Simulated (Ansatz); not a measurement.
## MgInCu₄ squeezed and stretched

A database entry relaxed whole under r2SCAN (F-43m):

```
Mg In Cu
1.0
     0.00000    3.49382    3.49382
     3.49382    0.00000    3.49382
     3.49382    3.49382    0.00000
Mg In Cu
1 1 4
Direct
  0.00000 0.00000 0.00000
  0.25000 0.25000 0.25000
  0.62522 0.62522 0.62522
  0.12435 0.62522 0.62522
  0.62522 0.62522 0.12435
  0.62522 0.12435 0.62522
```

The cell was scaled uniformly, its shape held, and the atoms relaxed at each volume with plane-wave PAW DFT (Ansatz 0.2.0; r2SCAN, 500 eV, 8×8×8 Γ-centred mesh, fermi-dirac occupations of width 0.100 eV; no spin, no spin-orbit coupling). One row is withheld.

```tsv
volume (Å³/atom)	energy over the lowest (meV/atom)	pressure (GPa)
13.363	20.3	8.24
13.647	?	?
13.932	2.0	2.46
14.216	0.0	0.03
14.500	2.0	-2.12
14.785	7.6	-4.03
15.069	16.4	-5.73
```

Problem. Fit the pressures of the other rows to the third-order Birch-Murnaghan form.

Solution. With f = [(V₀/V)^(2/3) − 1]/2 and P = 3B₀f(1 + 2f)^(5/2)[1 + 3(B₀′ − 4)f/2], least squares gives V₀ = 14.22 Å³ an atom, B₀ = 114 GPa and B₀′ = 4.9; the rows miss the fit by less than 0.01 GPa. The slope of the energies differs from these pressures by 0.08 GPa, since they are taken to zero smearing while pressures follow the free energy.

Problem. What does the withheld row hold?

Solution. The fit gives 5.18 GPa at 13.647 Å³; the run gave 5.18 GPa and 8.6 meV an atom.

Caveats: the shape of the cell was held; 0 K, fixed nuclei; the symmetry was kept, and this need not be the phase that is stable at 0 K; one mesh for all volumes; pressure is positive in compression.
